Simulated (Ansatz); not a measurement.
ZnCu:
```cif
data_CuZn
_chemical_formula_sum 'Zn1 Cu1'
_space_group_name_H-M_alt 'P 1'
_space_group_IT_number 1
_cell_length_a 2.86945
_cell_length_b 2.86945
_cell_length_c 2.86945
_cell_angle_alpha 90.000
_cell_angle_beta 90.000
_cell_angle_gamma 90.000
loop_
_space_group_symop_operation_xyz
  'x, y, z'
loop_
_atom_site_label
_atom_site_type_symbol
_atom_site_fract_x
_atom_site_fract_y
_atom_site_fract_z
_atom_site_occupancy
Zn1 Zn 0.50000 0.50000 0.50000 1
Cu1 Cu 0.00000 0.00000 0.00000 1
```

Relaxed with LDA.

Question: Which orbitals make up the states near the Fermi level in plane-wave PAW LDA (Ansatz code)?

Answer: Within 0.5 eV of the Fermi level: Cu 4s 19 %, Zn 4s 17 %, Cu 3d 15 %, outside the projected shells 48 %. Projections are on Löwdin-orthogonalised atomic valence shells; empty p or d shells of many metals are not among them.

Question: Tabulate the density of states.

Answer: States/eV per cell of 2 atoms, in 0.25 eV bins, energy from the Fermi level.

```tsv
E (eV)	total	Cu 3d	Zn 3d	Zn 4s
-7.85	9.76	0.33	9.18	0.13
-7.60	11.30	0.36	10.82	0.07
-7.35	8.37	0.17	8.01	0.11
-7.10	2.55	0.05	2.29	0.10
-6.85	0.51	0.04	0.23	0.11
-6.60	0.51	0.06	0.17	0.12
-6.35	0.50	0.08	0.13	0.13
-6.10	0.51	0.10	0.11	0.15
-5.85	0.53	0.14	0.10	0.16
-5.60	0.62	0.21	0.10	0.20
-5.35	0.97	0.40	0.15	0.33
-5.10	1.29	0.71	0.17	0.31
-4.85	0.79	0.50	0.07	0.12
-4.60	0.86	0.59	0.06	0.07
-4.35	1.94	1.51	0.09	0.07
-4.10	3.10	2.56	0.15	0.06
-3.85	6.64	6.13	0.27	0.05
-3.60	4.01	3.77	0.09	0.02
-3.35	7.34	6.96	0.14	0.08
-3.10	8.21	7.77	0.23	0.09
-2.85	3.62	3.31	0.09	0.10
-2.60	1.19	0.96	0.02	0.09
-2.35	0.46	0.25	0.02	0.07
-2.10	0.63	0.34	0.01	0.06
-1.85	0.95	0.47	0.02	0.08
-1.60	0.80	0.32	0.02	0.09
-1.35	0.71	0.23	0.02	0.10
-1.10	0.65	0.18	0.01	0.10
-0.85	0.60	0.14	0.01	0.10
-0.60	0.56	0.11	0.01	0.09
-0.35	0.53	0.09	0.01	0.09
-0.10	0.49	0.07	0.01	0.08
0.15	0.46	0.06	0.01	0.08
0.40	0.43	0.05	0.01	0.07
0.65	0.40	0.04	0.01	0.06
0.90	0.37	0.03	0.00	0.06
1.15	0.34	0.03	0.00	0.05
1.40	0.31	0.02	0.00	0.04
1.65	0.28	0.02	0.00	0.04
1.90	0.25	0.01	0.00	0.03
2.15	0.29	0.02	0.00	0.07
2.40	0.47	0.04	0.01	0.16
2.65	0.59	0.04	0.01	0.19
2.90	0.63	0.04	0.01	0.19
3.15	0.70	0.04	0.01	0.19
3.40	0.74	0.03	0.01	0.17
3.65	0.70	0.03	0.01	0.15
3.90	0.66	0.02	0.01	0.12
4.15	0.65	0.02	0.00	0.11
4.40	0.66	0.02	0.00	0.11
4.65	0.67	0.01	0.00	0.11
```

Space group Pm-3m (CsCl type). Symmetry was held in the LDA relaxation; of distortions, only those at the zone centre were tested. No spin polarisation was allowed.

Potentials: the later of the program's two PAW sets.
